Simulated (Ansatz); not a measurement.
# Rutile alloy of SnO2 and TiO2 (11 of 24 Sn sites exchanged), 72 atoms

Ansatz, PAW, plane waves. PBEsol relaxation of cell lengths and atoms (angles held) at the single k point (¼, ¼, ¼) without its symmetry partners; single points on the relaxed atoms at the Γ point alone, onto which points of the small cell's zone fold. Arrangement: quasirandom. No spin–orbit coupling unless named.

Relaxed structure:

```
Ti Sn O
1.0
     9.38290    0.00000    0.00000
     0.00000    9.39289    0.00000
     0.00000    0.00000    9.28749
Ti Sn O
11 13 48
Direct
  0.99247 0.00525 0.00349
  0.00681 0.99517 0.33002
  0.00609 0.49955 0.00512
  0.50894 0.99273 0.34325
  0.50951 0.00106 0.66594
  0.25891 0.23472 0.16652
  0.25750 0.75939 0.50107
  0.75604 0.25501 0.83716
  0.75552 0.75496 0.15046
  0.75680 0.75149 0.48156
  0.75023 0.74534 0.81932
  0.99590 0.99668 0.66663
  0.00029 0.50298 0.32956
  0.99777 0.50540 0.67008
  0.50549 0.99672 0.00052
  0.50242 0.50040 0.99954
  0.49972 0.50337 0.33386
  0.50084 0.50170 0.66662
  0.25014 0.24624 0.49615
  0.24862 0.24620 0.83761
  0.24736 0.75255 0.17028
  0.24651 0.75429 0.83115
  0.75181 0.24769 0.16478
  0.74969 0.24375 0.50219
  0.15062 0.14672 0.01068
  0.14907 0.14877 0.32340
  0.14783 0.15129 0.66656
  0.14770 0.65053 0.00093
  0.15494 0.65526 0.34231
  0.15006 0.66167 0.65693
  0.65353 0.15415 0.99243
  0.64733 0.14636 0.33207
  0.65487 0.14550 0.67609
  0.65587 0.66287 0.99897
  0.65745 0.65932 0.33549
  0.65876 0.65550 0.66745
  0.35013 0.33896 0.01008
  0.34157 0.34718 0.32289
  0.34446 0.34789 0.66717
  0.34834 0.84825 0.00133
  0.35183 0.85005 0.34171
  0.34866 0.85065 0.65739
  0.84748 0.35018 0.99073
  0.84633 0.34823 0.33346
  0.84607 0.34380 0.67553
  0.84362 0.85441 0.00310
  0.85049 0.84572 0.33305
  0.84448 0.84256 0.66511
  0.09369 0.40155 0.15451
  0.09275 0.39982 0.50068
  0.09679 0.40763 0.84301
  0.09016 0.90483 0.16728
  0.10157 0.90557 0.48891
  0.09318 0.90710 0.84310
  0.60253 0.40518 0.16720
  0.59514 0.39769 0.50011
  0.60199 0.39811 0.83288
  0.60145 0.90098 0.17699
  0.60098 0.90463 0.50082
  0.59833 0.89716 0.82317
  0.40080 0.09411 0.17527
  0.41142 0.09321 0.50057
  0.40312 0.08981 0.82462
  0.40329 0.60159 0.16589
  0.39918 0.60401 0.50072
  0.39878 0.59755 0.83365
  0.90524 0.09226 0.16725
  0.90410 0.09231 0.49054
  0.90228 0.10036 0.84424
  0.89869 0.60333 0.15801
  0.89455 0.60146 0.49911
  0.89928 0.60497 0.84111
```

Q: What are the mean bond lengths by pair (pairs within 1.2 times the sum of covalent radii, less contacts 15 % beyond the pair's median; cation–cation pairs of compounds aside; long ionic contacts are cut short by that bound)?

A: O–Sn 2.059 ± 0.020 Å (standard deviation, 78 bonds); O–Ti 1.978 ± 0.077 Å (standard deviation, 66 bonds).

Q: What gap lies between the top filled and the lowest empty level in the single points?

A: HSE06 3.89 eV (5.9 min on 7 threads of Neoverse-V2).
